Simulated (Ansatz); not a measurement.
YSi:
```yaml
crystal:
  lattice:
    - [3.53797, 0.00000, 0.00000]
    - [0.00000, 3.53797, 0.00000]
    - [0.00000, 0.00000, 3.53797]
  atoms:
    - { symbol: Y, position: [0.00000, 0.00000, 0.00000] }
    - { symbol: Si, position: [0.50000, 0.50000, 0.50000] }
```

Relaxed with PBE.

Q: Decompose the optical modes at the zone centre into irreducible representations, and say which are infrared and Raman allowed.

A: Point group m-3m: Γ_opt = T1u. Infrared: T1u. Raman: none.

Q: Assign frequencies (DFPT, DFT-PBE in the program Ansatz with PAW potentials).

A: T1u 197 cm⁻¹.

Space group Pm-3m (CsCl type). A made-up cell: these elements were put on the sites of a structure type; neither database checked (COD, Materials Project) lists it. Its standing as an ambient phase is unchecked. Symmetry was held in the PBE relaxation. At this level the phase is mechanically unstable. No spin polarisation was allowed. As this level gives no gap, phonon frequencies hold no LO–TO term and depend on the k-mesh and smearing (Fermi–Dirac, 0.1 eV here).

Potentials: the later of the program's two PAW sets.
